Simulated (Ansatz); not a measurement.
CoGe$_{2}$:
```xyz
12
Lattice="5.3977 -2.8009 0.0000 5.3977 2.8009 0.0000 0.0000 0.0000 5.6050" Properties=species:S:1:pos:R:3 pbc="T T T"
Co     6.6600     0.0000     0.0000
Co     4.1354     0.0000     0.0000
Co     9.5331     0.0000     2.8025
Co     1.2623     0.0000     2.8025
Ge     5.3977    -0.8871     3.6902
Ge     5.3977     0.8871     1.9148
Ge     5.3977    -1.9138     0.8877
Ge     5.3977     1.9138     4.7173
Ge     8.0966    -1.3904     4.2037
Ge     2.6989     1.3904     1.4012
Ge     8.0966     1.3904     1.4012
Ge     2.6989    -1.3904     4.2037
```

Relaxed with r²SCAN. Special points in fractions of this cell's reciprocal vectors: Γ (0.000, 0.000, 0.000); Y (0.500, 0.500, 0.000); F0 (0.317, 0.683, 0.000); Δ0 (-0.317, 0.317, 0.000); Z (0.000, 0.000, 0.500); B0 (-0.317, 0.317, 0.500); G0 (0.317, 0.683, 0.500); T (0.500, 0.500, 0.500); S (0.000, 0.500, 0.000); R (0.000, 0.500, 0.500).

List the band energies nearest the Fermi level at these points for the program Ansatz at the r²SCAN level (PAW).

In eV from the Fermi level; about four levels below and three above (degenerate sets whole), none deeper than 8.9 eV; points with the same levels are listed once.

```json
[
 {"k": "Γ", "below": "-0.52 -0.52 -0.37 -0.30", "above": "0.35 0.36 0.43"},
 {"k": "Y", "below": "-1.12 -1.09 -1.08 -0.79", "above": "0.75 0.80 1.15"},
 {"k": "F0", "below": "-0.70 -0.61 -0.39 -0.26", "above": "0.04 0.83 1.01"},
 {"k": "Z", "below": "-0.30 -0.30 -0.21 -0.21", "above": "3.29 3.29 3.50 3.50"},
 {"k": "B0", "below": "-1.11 -1.11 -0.90 -0.90", "above": "1.67 1.67 1.95 1.95"},
 {"k": "T", "below": "-1.17 -1.17 -0.25 -0.25", "above": "0.09 0.09 0.40 0.40"},
 {"k": "S", "below": "-0.48 -0.48 -0.25 -0.25", "above": "0.15 0.15 1.61 1.61"},
 {"k": "R", "below": "-1.06 -1.06 -0.50 -0.50", "above": "1.76 1.76 1.92 1.92"}
]
```

Space group Cmce. The workflow started from a Materials Project entry (that database holds measured and hypothetical structures alike); the Crystallography Open Database copy checked does not list it. Whether it is the stable phase at ambient conditions was not checked. The r²SCAN relaxation kept the symmetry of its start; whether a distortion lowers the energy is not shown. The run is not spin-polarised. Spin–orbit coupling is left out wherever it is not named.

Potentials: the later of the program's two PAW sets.
